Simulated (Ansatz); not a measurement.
A relaxation computed with Ansatz, from input to last step.

```yaml
crystal:
  lattice:
    - [0.0, 3.9066056698, 3.9066056698]
    - [3.9066056698, 0.0, 3.9066056698]
    - [3.9066056698, 3.9066056698, 0.0]
  atoms:
    - { symbol: Mo, position: [0.625, 0.625, 0.625] }
    - { symbol: Mo, position: [0.125, 0.625, 0.625] }
    - { symbol: Mo, position: [0.625, 0.625, 0.125] }
    - { symbol: Mo, position: [0.625, 0.125, 0.625] }
    - { symbol: Br, position: [0.0, 0.0, 0.0] }
    - { symbol: Br, position: [0.25, 0.25, 0.25] }
basis:
  ecutwfc: 500
kpoints:
  mp_grid: { grid: [4, 4, 4] }
hamiltonian:
  xc: r2scan
scf:
  occupations: { method: gaussian, width: 0.1 }
  lower_state_search: "off"
output:
  forces: true
  stress: true
  eigenvalues: true
relax:
  adjacent_minimum: "off"
  f_tol: 0.04
  max_steps: 70
  cell: { stress_tol: 0.4 }
```

```bash
ansatz run input.yaml --threads 1 --pin off --max-ram 2560MiB --backend cpu --events-out ev --progress --plain --runs-dir out
```

Level of theory: DFT r2SCAN, scalar-relativistic, plane waves, PAW in Ansatz.

Of 5 frames 5 are shown, positions in Å and forces in eV/Å; the SCF threshold varies from step to step. Steps run on the plane waves of an earlier cell, with a Pulay correction in the pressure. The basis is chosen afresh for the last frame, the zero of the energies, and at times for earlier ones too; energy and pressure step there, also at an unchanged geometry.

```xyz
6
Lattice="0.0000 3.9066 3.9066 3.9066 0.0000 3.9066 3.9066 3.9066 0.0000" Properties=species:S:1:pos:R:3:forces:R:3 pbc="T T T" step=1 free_energy_over_end_meV_per_atom=46.93 pressure_GPa=-8.74
Mo    4.8833    4.8833    4.8833    0.0000    0.0000    0.0000
Mo    4.8833    2.9300    2.9300    0.0000    0.0000    0.0000
Mo    2.9300    2.9300    4.8833    0.0000    0.0000    0.0000
Mo    2.9300    4.8833    2.9300    0.0000    0.0000    0.0000
Br    0.0000    0.0000    0.0000    0.0000    0.0000    0.0000
Br    1.9533    1.9533    1.9533    0.0000    0.0000    0.0000
6
Lattice="0.0000 3.7132 3.7132 3.7132 0.0000 3.7132 3.7132 3.7132 0.0000" Properties=species:S:1:pos:R:3:forces:R:3 pbc="T T T" step=2 free_energy_over_end_meV_per_atom=34.14 pressure_GPa=9.77
Mo    4.6415    4.6415    4.6415    0.0000    0.0000    0.0000
Mo    4.6415    2.7849    2.7849    0.0000    0.0000    0.0000
Mo    2.7849    2.7849    4.6415    0.0000    0.0000    0.0000
Mo    2.7849    4.6415    2.7849    0.0000    0.0000    0.0000
Br    0.0000    0.0000    0.0000    0.0000    0.0000    0.0000
Br    1.8566    1.8566    1.8566    0.0000    0.0000    0.0000
6
Lattice="0.0000 3.8104 3.8104 3.8104 0.0000 3.8104 3.8104 3.8104 0.0000" Properties=species:S:1:pos:R:3:forces:R:3 pbc="T T T" step=3 free_energy_over_end_meV_per_atom=0.14 pressure_GPa=-1.08
Mo    4.7630    4.7630    4.7630    0.0000    0.0000    0.0000
Mo    4.7630    2.8578    2.8578    0.0000    0.0000    0.0000
Mo    2.8578    2.8578    4.7630    0.0000    0.0000    0.0000
Mo    2.8578    4.7630    2.8578    0.0000    0.0000    0.0000
Br    0.0000    0.0000    0.0000    0.0000    0.0000    0.0000
Br    1.9052    1.9052    1.9052    0.0000    0.0000    0.0000
6
Lattice="0.0000 3.8002 3.8002 3.8002 0.0000 3.8002 3.8002 3.8002 0.0000" Properties=species:S:1:pos:R:3:forces:R:3 pbc="T T T" step=4 free_energy_over_end_meV_per_atom=-0.46 pressure_GPa=-0.10
Mo    4.7503    4.7503    4.7503    0.0000    0.0000    0.0000
Mo    4.7503    2.8502    2.8502    0.0000    0.0000    0.0000
Mo    2.8502    2.8502    4.7503    0.0000    0.0000    0.0000
Mo    2.8502    4.7503    2.8502    0.0000    0.0000    0.0000
Br    0.0000    0.0000    0.0000    0.0000    0.0000    0.0000
Br    1.9001    1.9001    1.9001    0.0000    0.0000    0.0000
6
Lattice="0.0000 3.8002 3.8002 3.8002 0.0000 3.8002 3.8002 3.8002 0.0000" Properties=species:S:1:pos:R:3:forces:R:3 pbc="T T T" step=5 free_energy_over_end_meV_per_atom=0.00 pressure_GPa=-0.11
Mo    4.7503    4.7503    4.7503    0.0000    0.0000    0.0000
Mo    4.7503    2.8502    2.8502    0.0000    0.0000    0.0000
Mo    2.8502    2.8502    4.7503    0.0000    0.0000    0.0000
Mo    2.8502    4.7503    2.8502    0.0000    0.0000    0.0000
Br    0.0000    0.0000    0.0000    0.0000    0.0000    0.0000
Br    1.9001    1.9001    1.9001    0.0000    0.0000    0.0000
```

The start puts this composition into another compound's structure type, which needn't suit it. At the end the space group is Fd-3m (tolerance 0.05 Å).

The run took 41 s on 1 thread of Arm Neoverse V1, on a shared host, peak memory 0.76 GiB.

The k mesh is coarse.